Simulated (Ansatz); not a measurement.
Clean, relaxed (100) surface of Ta, space group Fm-3m (No. 225) (top face towards +c; atoms held fixed, by place in the list: 1, 2):

```
Ta
1.0
     2.95259    0.00000    0.00000
     0.00000    2.95259    0.00000
     0.00000    0.00000   23.26339
Ta
4
Direct
  0.50000 0.50000 0.36538
  0.00000 0.00000 0.45513
  0.50000 0.50000 0.55011
  0.00000 0.00000 0.63623
```

These are results of DFT PBEsol, scalar-relativistic, plane waves, PAW in Ansatz, not measurements. Cutoff 420 eV; k points 10×10×1 on the computed 4-atom cell (Γ-centred); Gaussian smearing, width 0.10 eV; no spin polarisation. A dipole correction removes the field between periodic images along c.

E_ads counts from the clean slab and the free adsorbate (spin-polarised where it has unpaired electrons); negative means bound. With the adsorbate the cell is lengthened along c to keep the vacuum.

(1) F (atom) is put at the bridge (Ta-Ta) at (0.00, 0.50) site, one adsorbate per 8.7 Å². What structure does it relax to?

Each end is the local minimum or symmetric point that its start leads to. This isn't the usual crystal structure of Ta. The slab is only 6.3 Å thick, so the energies aren't converged with thickness.

For at least one of the starts the bottom face's work function also shifts by over 0.1 eV: the slab is too thin to screen the adsorbate, so the work functions aren't converged with thickness.

Spin polarisation was left out, and a magnetic state may lie lower.

Answers

(1) E_ads = -6.14 eV. Contacts: F–Ta 2.11 Å.

```
CELL_PARAMETERS angstrom
2.95259 0.00000 0.00000
0.00000 2.95259 0.00000
0.00000 0.00000 25.26339
ATOMIC_POSITIONS crystal
Ta 0.50000 0.50000 0.33646
Ta 0.00000 0.00000 0.41910
Ta 0.50000 0.50000 0.50587
Ta 0.00000 0.00000 0.58563
F 0.00000 0.50000 0.64520
```